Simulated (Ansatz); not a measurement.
One crystal and one scan (frozen-phonon scan) at two levels, PBE (plane waves to 420 eV, PAW, scalar-relativistic; Ansatz, a quantum-chemistry and plane-wave program) and r2SCAN (plane waves to 500 eV, PAW, scalar-relativistic; Ansatz), each from its own relaxed cell and on its own mesh. The cell shown is that of PBE.

ZrC (rock salt)

```
ZrC
1.0
    0.00000     4.70874     4.70874
    2.35437     0.00000     2.35437
    2.35437     2.35437     0.00000
C Zr
2 2
Cartesian
  0.00000   0.00000   0.00000
  2.35437   2.35437   4.70874
  2.35437   2.35437   2.35437
  2.35437   4.70874   4.70874
```

A phonon eigenvector at L = (0.5, 0.0, 0.0) is frozen into this cell: atom i moves by Q times the vector below, so Q is the largest atomic displacement, in Å. The cell is held. (q is in reciprocal vectors of the primitive cell; the cell shown is doubled to hold the pattern.)

| atom | x | y | z |
|---|---|---|---|
| C1 | 0.577 | -0.577 | -0.577 |
| C2 | -0.577 | 0.577 | 0.577 |

Atoms not listed stay in place.

ZrC is run without spin polarisation. ZrC was relaxed with its symmetry unable to fall. With partly filled bands, energies and forces of such displacements shift with the k mesh and the smearing. Percentages come from the unrounded values. Both scans cover Q from -0.100 to 0.100 Å.

Results of PBE:

```
Quantity                                                                                                                                           Value
----------------------------------------------------------------------------------------  --------------------------------------------------------------
Lattice constant a (Å)                                                                                                                             4.709
Energy at Q = 0.100 Å (meV/cell)                                                                                                                     188
Harmonic wavenumber from the curvature (finite differences) (cm⁻¹ (negative: imaginary))                                                             653
Space group of the distorted cell                                                                                     R-3m (No. 166), lowered from Fm-3m
Symmetry of the curve                                                                                                      even: the same for both signs
Shape of the curve                                                                        a single well with its minimum at or next to zero displacement
```

Estimate the r2SCAN values.


```
quantity                                                                                  r2SCAN  PBE − r2SCAN
----------------------------------------------------------------------------------------  ------  ------------
Lattice constant a (Å)                                                                     4.711        -0.002
Energy at Q = 0.100 Å (meV/cell)                                                             199    -11 (-6 %)
Harmonic wavenumber from the curvature (finite differences) (cm⁻¹ (negative: imaginary))     673  -20 (-3.0 %)
```

PBE gives the lower value for: energy at Q = 0.100 Å; harmonic wavenumber from the curvature. They agree on: lattice constant a (within 0.2 %). Both give the same space group of the distorted cell: R-3m (No. 166), lowered from Fm-3m. Neither level is exact: the differences show how much the result hangs on the functional.

(For displaced atoms, the force is minus the slope of the energy, and its curvature is a force constant, which sets phonon frequencies.)
